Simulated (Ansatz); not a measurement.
**Question.** BW (rock salt, Fm-3m) is relaxed with plane-wave PAW r²SCAN (Ansatz code). What lattice parameters of the conventional cell result?

**Answer.** a = 4.452 Å.

**Question.** Is it a metal or does it have a gap at this level?

**Answer.** No gap at this level.

The start of the workflow was typed in or built on a structure type; neither database checked (COD, Materials Project) lists it. COD files the formula under space group No. 141. Whether it is the stable phase at ambient conditions was not checked. The r²SCAN relaxation kept the symmetry of its start; whether a distortion lowers the energy is not shown. No spin polarisation was allowed. The volume moved by -19 % from the start of the relaxation. Spin–orbit coupling is left out wherever it is not named.

Potentials: the earlier of the program's two PAW sets.
